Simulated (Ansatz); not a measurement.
LiIn₃:
```yaml
crystal:
  lattice:
    - [4.50541, 0.00000, 0.00000]
    - [0.00000, 4.50541, 0.00000]
    - [0.00000, 0.00000, 4.50541]
  atoms:
    - { symbol: Li, position: [0.50000, 0.50000, 0.50000] }
    - { symbol: In, position: [0.50000, 0.00000, 0.00000] }
    - { symbol: In, position: [0.00000, 0.50000, 0.00000] }
    - { symbol: In, position: [0.00000, 0.00000, 0.50000] }
```

Relaxed with r²SCAN. Special points in fractions of this cell's reciprocal vectors: Γ (0.000, 0.000, 0.000); X (0.000, 0.500, 0.000); M (0.500, 0.500, 0.000); R (0.500, 0.500, 0.500).

### Question
List the band energies nearest the Fermi level at these points for DFT-r²SCAN in the program Ansatz with PAW potentials.

### Answer
In eV from the Fermi level; about four levels below and three above (degenerate sets whole), none deeper than 8.9 eV; points with the same levels are listed once.

| k | below | above |
|---|---|---|
| Γ | -1.90 -1.90 -1.90 -1.44 -1.44 | 3.08 5.29 5.29 5.29 |
| X | -7.03 -0.57 -0.07 -0.07 | 1.25 1.25 1.92 |
| M | -6.45 -5.87 -5.87 -3.30 | 2.35 2.41 2.41 2.41 |
| R | -3.98 -2.95 -2.95 -2.95 | 2.03 10.21 10.21 |

Space group Pm-3m (Cu3Au type). The first step of the workflow began from a Materials Project structure, measured or hypothetical; the Crystallography Open Database copy checked does not list it. With Li and In taken as one species the cell has the higher symmetry Fm-3m, so it may be an ordered model of a mixed-site phase. Whether it is the stable phase at ambient conditions was not checked. The r²SCAN relaxation kept the symmetry of its start; whether a distortion lowers the energy is not shown. Spin–orbit coupling is left out wherever it is not named.

Potentials: the later of the program's two PAW sets.
